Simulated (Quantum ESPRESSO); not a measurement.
# Quadrupole interaction in KBr (changed cell)

```xyz
2
Lattice="0.0000 3.2781 3.3275 3.2781 0.0000 3.3275 3.2781 3.2781 0.0000" Properties=species:S:1:pos:R:3 pbc="T T T"
K      0.0000     0.0000     0.0000
Br     3.2781     3.2781     3.3275
```
The cell was made here from a computed Materials Project entry: strained by +1 % along the cube axis and by -0.5 % across it, atoms relaxed (PBE without dispersion, pw.x of a modified build of Quantum ESPRESSO, symmetry kept). The parent is KBr in Fm-3m. Stability against distortions was not tested.

Convention: |Vzz| is the largest principal value, η_Q = (Vxx − Vyy)/Vzz, |C_Q| = |eQVzz/h|. Cores are frozen. Against all-electron runs on small test molecules, this scheme's |Vzz| missed by +10 % on K, −5 % on Br. The structure is static (0 K, no zero-point motion).

Quadrupole moments taken as inputs (sizes, barn, from the tables of PySCF and pymatgen): ³⁹K 0.0585, ⁷⁹Br 0.313.

Task: What do the calculations give at each independent site (field gradients by a PBE PAW density (pw.x of Quantum ESPRESSO, JTH datasets) with the all-electron reconstruction of Petrilli and co-workers, 20 Ha, k-mesh 6×6×6 through Γ)?

Result: 
| site | site symmetry | Vzz (10²¹ V/m²) | η_Q | ∣C_Q∣ (MHz) |
|---|---|---|---|---|
| K (atom 1) | 4/mmm | 0.25 | 0.00 | 0.36 (³⁹K) |
| Br (atom 2) | 4/mmm | 0.28 | 0.00 | 2.10 (⁷⁹Br) |
